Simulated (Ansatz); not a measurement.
PtCl2 in space group Pnnm (No. 58; Pt on 2b, Cl on 4g), LDA in the plane-wave PAW code Ansatz. The conduction-band minimum lies on the Γ–Z line, 56 % of the way from Γ, with 2 equivalent valleys. Second derivatives d²E/dk² of the lowest band at one valley (eV·Å²), along Cartesian directions:

```csv
direction,d²E/dk²
[100],2.103
[010],12.77
[001],23.78
[110],7.440
[101],12.95
[011],18.27
```

Question: Find the principal effective masses, the density-of-states mass and the conductivity mass.

Answer: Off-diagonal terms follow from H_xy = H[110] − (H_xx + H_yy)/2, and m*/mₑ = 7.620 eV·Å² over each eigenvalue: 0.32, 0.60, 3.6. One valley's DOS mass (m₁m₂m₃)^(1/3) = 0.88, conductivity mass 3/(Σ 1/mᵢ) = 0.59 mₑ.

Question: What effective density of states Nc follows at 300 K for parabolic valleys?

Answer: Nc = 2.509e19 × 2 × (0.88)^(3/2) ≈ 4.1e19 cm⁻³.

The first step of the workflow began from a Materials Project structure, measured or hypothetical; the Crystallography Open Database copy checked does not list it. COD files the formula under space group No. 166, so this cell is another polymorph or a model. Its standing as an ambient phase is unchecked. The cell was relaxed with LDA under the symmetry of its start; its stability against distortions is not shown here. The run is not spin-polarised. A crystal of weakly bound chains computed without a dispersion correction: the cell and the soft elastic constants depend strongly on that. Scalar-relativistic: spin–orbit coupling is off unless named, which matters more the heavier the elements.

Potentials: the later of the program's two PAW sets.

Edges and masses are those of Kohn–Sham bands, whose gap is no quasiparticle gap.
